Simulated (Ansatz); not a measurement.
Property card for Cr

Cr:
```
CELL_PARAMETERS angstrom
      0.00000     2.50366     2.50366
      2.50366     0.00000     2.50366
      2.50366     2.50366     0.00000
ATOMIC_POSITIONS crystal
  Cr 0.00000 0.00000 0.00000
  Cr 0.25000 0.25000 0.25000
```

Space group Fd-3m (No. 227), diamond; conventional cell a = b = c = 5.007 Å, α = β = γ = 90.00°.

Method: plane-wave PAW PBEsol (Ansatz code). Structure relaxed to zero pressure with the same functional. Other levels are named where they apply.

**Cell and energy**

```json
{
 "volume_per_atom": "15.69 Å³",
 "density": "5.50 g/cm³"
}
```

**Electronic structure**

```json
{
 "electronic_character": "metallic (no gap)",
 "Density of states at the Fermi level": "2.0 states/eV per atom (mean over ±0.08 eV)"
}
```

**Magnetism**

```json
{
  "magnetic_order": "non-magnetic (starting moments vanished)"
}
```

The start of the workflow was typed in or built on a structure type; neither database checked (COD, Materials Project) lists it. It is not the phase usual at ambient conditions (space group No. 229). The cell was relaxed with PBEsol under the symmetry of its start; its stability against distortions is not shown here. The workflow began spin-polarised and lost its moments. The volume moved by -17 % from the start of the relaxation.

Potentials: the later of the program's two PAW sets.
